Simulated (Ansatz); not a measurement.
Consider the following.

Si$_{2}$W:
```
CELL_PARAMETERS angstrom
      4.57589     0.00000     0.00000
     -2.28795     3.96284     0.00000
      0.00000     0.00000     6.60326
ATOMIC_POSITIONS crystal
  Si 0.83619 0.67239 0.50000
  Si 0.16381 0.83619 0.83333
  Si 0.32761 0.16381 0.16667
  Si 0.16381 0.32761 0.50000
  Si 0.83619 0.16381 0.83333
  Si 0.67239 0.83619 0.16667
  W  0.00000 0.50000 0.16667
  W  0.50000 0.00000 0.50000
  W  0.50000 0.50000 0.83333
```

This is the PBEsol-relaxed structure. Tensor components refer to the Cartesian frame of this cell.

All from the program Ansatz at the PBEsol level (PAW), unless another level is named. Predict the Hill bulk and shear moduli.

234 and 157 GPa.

What about the highest zone-centre frequency?

419 cm⁻¹.

Predict the elastic constants (relaxed ions, GPa).

C11 = 452, C12 = 86.6, C13 = 149, C33 = 440, C44 = 146.

Space group P6_222. The workflow started from a Materials Project entry (that database holds measured and hypothetical structures alike); the Crystallography Open Database copy checked does not list it. It is not the phase usual at ambient conditions (space group No. 139). The cell was relaxed with PBEsol under the symmetry of its start; of distortions, only those at the zone centre were tested. The run is not spin-polarised. As this level gives no gap, shear constants depend on the k-mesh and smearing (Fermi–Dirac, 0.1 eV here). As this level gives no gap, phonon frequencies hold no LO–TO term and depend on the k-mesh and smearing (Fermi–Dirac, 0.1 eV here). Scalar-relativistic: spin–orbit coupling is off unless named, which matters more the heavier the elements.

Potentials: the later of the program's two PAW sets.
